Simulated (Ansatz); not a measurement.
**From the elastic tensor of PIr2 at 10 GPa (stress–strain coefficients) to moduli and sound speeds**

All numbers below come from Ansatz, DFT LDA, scalar-relativistic, plane waves, PAW. Cutoff 420 eV, 14×14×14 k-points (Γ-centred), Fermi-Dirac smearing of 0.15 eV. No spin polarisation.

It takes space group Fm-3m (No. 225, cubic). The conventional cell has a = 5.453 Å, b = 5.453 Å, c = 5.453 Å, α = 90.00°, β = 90.00°, γ = 90.00°. P (site symmetry m-3m) has 8 Ir at 2.36 Å as nearest neighbours. Ir (site symmetry -43m) has 4 P at 2.36 Å as nearest neighbours.

In a metal, frequencies and elastic constants depend on the k mesh and the smearing, soft modes and shear constants most. Spin–orbit coupling is left out, which can shift energies with elements as heavy as these. Other phases may be more stable at this pressure.

Relaxed-ion constants (GPa, on the Cartesian axes of the calculation):
```
726.6 183.3 183.3   0.0   0.0   0.0
183.3 726.6 183.3   0.0   0.0   0.0
183.3 183.3 726.6   0.0   0.0   0.0
  0.0   0.0   0.0  63.7   0.0   0.0
  0.0   0.0   0.0   0.0  63.7   0.0
  0.0   0.0   0.0   0.0   0.0  63.7
```

Density 17.020 g/cm³; 3 atoms in 40.53 Å³.

The values that follow are for a polycrystal of randomly turned grains, by Hill's mean where one number stands. In a crystal this anisotropic the Voigt and Reuss bounds lie far apart, so Hill's mean and the sound speeds and Debye temperature from it are rough.

```json
{
 "Bulk modulus, Voigt / Reuss / Hill": "364.4 / 364.4 / 364.4 GPa",
 "Shear modulus, Voigt / Reuss / Hill": "146.9 / 91.9 / 119.4 GPa",
 "Young's modulus": "323 GPa",
 "Poisson ratio": "0.352",
 "Pugh ratio B/G": "3.05",
 "Universal anisotropy index": "3.00",
 "Longitudinal and transverse sound speeds": "5547 and 2649 m/s",
 "Debye temperature from the mean sound speed": "372 K"
}
```

Cost: 1 run of about 4.6 core-minutes, on Arm Neoverse N1 (shared hosts).